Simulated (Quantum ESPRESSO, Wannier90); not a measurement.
# Wannier functions of SnS (Pnma)

```
begin unit_cell_cart
ang
   11.3920200000    0.0000000000    0.0000000000
    0.0000000000    3.9568600000    0.0000000000
    0.0000000000    0.0000000000    4.5328100000
end unit_cell_cart
begin atoms_frac
Sn  -0.3783700000  0.2500000000  0.3695400000
Sn   0.3783700000 -0.2500000000 -0.3695400000
Sn  -0.1216300000 -0.2500000000 -0.1304600000
Sn   0.1216300000  0.2500000000  0.1304600000
S    0.3475000000  0.2500000000  0.0106000000
S   -0.3475000000 -0.2500000000 -0.0106000000
S    0.1525000000 -0.2500000000 -0.4894000000
S   -0.1525000000  0.2500000000  0.4894000000
end atoms_frac
```

Cell from Materials Project (mp-2231), symmetrised, no further relaxation. COD (Crystallography Open Database) has the formula in 3 space groups, this one among them (matched by group alone). Computed values, not measurements, from PBEsol: Quantum ESPRESSO (norm-conserving PseudoDojo potentials, cutoff 58 Ry, no spin polarisation, no spin-orbit coupling) on a Γ-centred 4×6×4 mesh, then Wannier90. Density: 4×8×8 mesh, cold smearing 0.01 Ry. The cell is built of weakly bound layers, chains or molecules, whose nearest atoms lie 3.52 Å apart. Database cells relaxed without dispersion often hold them too far apart, which can enlarge gaps and weakens couplings between them; spacing and stacking were not compared with the measured crystal. Spin-orbit coupling is left out although heavy elements are present.

Bands 21-40 form an isolated set from -13.54 to 0.00 eV relative to the valence-band maximum (on the path) and are turned into 20 Wannier functions by minimising the spread from the start: SCDM (isolated).

### Question
Where do the functions sit, how wide are they and what are they made of?

### Answer
| functions | spread (Å²) | nearest atom, distance (Å) | second atom, distance (Å) | weight on atomic waves |
|---|---|---|---|---|
| 8 | 1.95 | S 0.74 | Sn 1.90 | S 3p 57 %, Sn 5p 21 %, S 3s 17 % |
| 4 | 1.94 | S 0.76 | Sn 1.87 | S 3p 56 %, Sn 5p 20 %, S 3s 17 % |
| 4 | 1.91 | S 0.48 | Sn 2.87 | S 3p 56 %, S 3s 34 %, Sn 5p 8 % |
| 4 | 2.94 | Sn 0.43 | S 2.88 | Sn 5s 80 %, Sn 5p 16 % |

Ω_I = 38.62 Å², Ω_total = 42.76 Å²; the interpolated bands follow pw.x to 12 meV rms on the path. It is the lowest total spread that any start reached here.
